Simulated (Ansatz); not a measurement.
System: HfC (rock salt type), 2 atoms in the cell.

All numbers below come from PBE, plane waves, PAW datasets (generated hard set) (Ansatz).

Cutoff 700 eV; k-mesh 8×8×8 Γ-centred; Fermi–Dirac smearing of 0.1 eV; no spin polarisation; no spin–orbit coupling.

```yaml
crystal:
  lattice:
    - [0.00000, 2.32500, 2.32500]
    - [2.32500, 0.00000, 2.32500]
    - [2.32500, 2.32500, 0.00000]
  atoms:
    - { symbol: Hf, position: [0.00000, 0.00000, 0.00000] }
    - { symbol: C, position: [0.50000, 0.50000, 0.50000] }
```
Lattice in Å, positions in fractions of it.

Problem. What pressure does the calculation give?

Solution. The pressure is 0.26 GPa, so at these settings the cell is compressed and would expand.

Problem. Metal or insulator on this mesh?

Solution. No gap opens on the mesh: metallic.

The stress includes the program's correction for the finite plane-wave basis.

The k-mesh is modest, so these values aren't fully converged in k.
